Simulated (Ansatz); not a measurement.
GaN in space group P-6m2 (No. 187; Ga on 1a, N on 1f) at seven volumes, DFT-r²SCAN in the program Ansatz with PAW potentials, shape and atoms relaxed at each. One row is withheld.

```
V (Å³/atom)  P (GPa)
-----------  -------
9.009          23.73
9.306          14.48
9.603              ?
9.900           0.00
10.197         -5.65
10.494        -10.41
10.791        -14.40
```

Problem. Fit the shown pressures and predict the withheld one.

Solution. P = (3/2)B₀(x^(7/2) − x^(5/2))[1 + (3/4)(B′ − 4)(x − 1)] with x = (V₀/V)^(2/3). Least squares on the six rows gives V₀ = 9.899 Å³/atom, B₀ = 203 GPa, B′ = 4.54. At V = 9.603, x = 1.0204 and P = 6.60 GPa. The run itself gave 6.63 GPa.

The cell is a constructed one: a structure type filled with these elements; neither database checked (COD, Materials Project) lists it. It is not the phase usual at ambient conditions (space group No. 186, 216). The cell was relaxed with r²SCAN under the symmetry of its start; its stability against distortions is not shown here.

Potentials: the earlier of the program's two PAW sets.
